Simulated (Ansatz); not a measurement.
MoSi₂ (MoSi2 type, space group I4/mmm)

```cif
data_Mo2Si4
_chemical_formula_sum 'Mo2 Si4'
_space_group_name_H-M_alt 'I4/mmm'
_space_group_IT_number 139
_space_group_name_Hall '-I 4 2'
_cell_length_a 3.21692
_cell_length_b 3.21692
_cell_length_c 7.87303
_cell_angle_alpha 90.000
_cell_angle_beta 90.000
_cell_angle_gamma 90.000
loop_
_atom_site_label
_atom_site_type_symbol
_atom_site_symmetry_multiplicity
_atom_site_Wyckoff_symbol
_atom_site_fract_x
_atom_site_fract_y
_atom_site_fract_z
_atom_site_occupancy
Mo1 Mo 2 a 0.00000 0.00000 0.00000 1
Si1 Si 4 e 0.00000 0.00000 0.33511 1
```
(The calculation used a cell of 3 atoms; values per cell refer to that cell.)

The relaxed cell is deformed in two ways at once: its volume V is scaled, and at that volume it is stretched along z (the c axis of the conventional cell) so that c/a changes. Fractional atomic positions are held.

Calculation: PBE (plane waves to 420 eV, PAW, scalar-relativistic; Ansatz, a quantum-chemistry and plane-wave program). k mesh 20×20×20 (Γ-centred), Fermi-Dirac smearing 0.05 eV. Energies are smeared free energies. Compression counts positive. As the atoms are clamped, bonds stretch with the cell, which overstates energies and stresses. With partly filled bands, the response to shear is sensitive to the k mesh, so small differences along c/a are uncertain. MoSi2 is run without spin polarisation. MoSi2 was relaxed with its symmetry unable to fall. ΔE is measured from the relaxed starting cell.

ΔE (kJ/mol of atoms), with V/V₀ across and (c/a)/(c/a)₀ down:

```tsv
(c/a)/(c/a)₀ \ V/V₀	0.960	0.973	0.987	1.000	1.013	1.027	1.040
0.880	22.6	21.0	19.8	18.9	18.3	18.1	18.1
0.920	10.3	9.1	8.3	7.8	7.6	7.7	8.0
0.960	3.6	2.7	2.1	1.8	1.8	2.1	2.7
1.000	1.5	0.6	0.2	0.0	0.1	0.6	1.3
1.040	2.8	2.1	1.6	1.5	1.7	2.2	2.9
1.080	7.0	6.2	5.7	5.6	5.8	6.2	6.9
1.120	13.1	12.3	11.7	11.5	11.6	12.0	12.6
```

σxx (GPa), with V/V₀ across and (c/a)/(c/a)₀ down:

| (c/a)/(c/a)₀ \ V/V₀ | 0.960 | 0.973 | 0.987 | 1.000 | 1.013 | 1.027 | 1.040 |
|---|---|---|---|---|---|---|---|
| 0.880 | -4.8 | -7.5 | -9.9 | -12.2 | -14.2 | -16.2 | -17.9 |
| 0.920 | -0.7 | -3.5 | -6.1 | -8.6 | -10.8 | -12.9 | -14.8 |
| 0.960 | 4.0 | 1.0 | -1.8 | -4.3 | -6.7 | -9.0 | -11.0 |
| 1.000 | 8.9 | 5.7 | 2.7 | 0.0 | -2.6 | -4.9 | -7.1 |
| 1.040 | 13.6 | 10.3 | 7.2 | 4.3 | 1.6 | -0.9 | -3.3 |
| 1.080 | 18.0 | 14.5 | 11.3 | 8.3 | 5.5 | 2.9 | 0.4 |
| 1.120 | 21.9 | 18.4 | 15.1 | 12.0 | 9.1 | 6.4 | 3.9 |

Summary:

```
Property                                                                                                                           Result
--------------------------------------------------------------------------------------  -------------------------------------------------
Modulus against c/a change at fixed volume, (3/4V)·∂²E/∂(ln c/a)² (fit, atoms clamped)   190 GPa, an upper bound as the atoms could relax
Lowest place on the grid                                                                  V/V₀ = 1.000, (c/a)/(c/a)₀ = 1.000 (0 meV/atom)
Highest place on the grid                                                               V/V₀ = 0.960, (c/a)/(c/a)₀ = 0.880 (234 meV/atom)
```

(Under strain, the slope of the energy per volume gives the stress and its curvature an elastic modulus.)
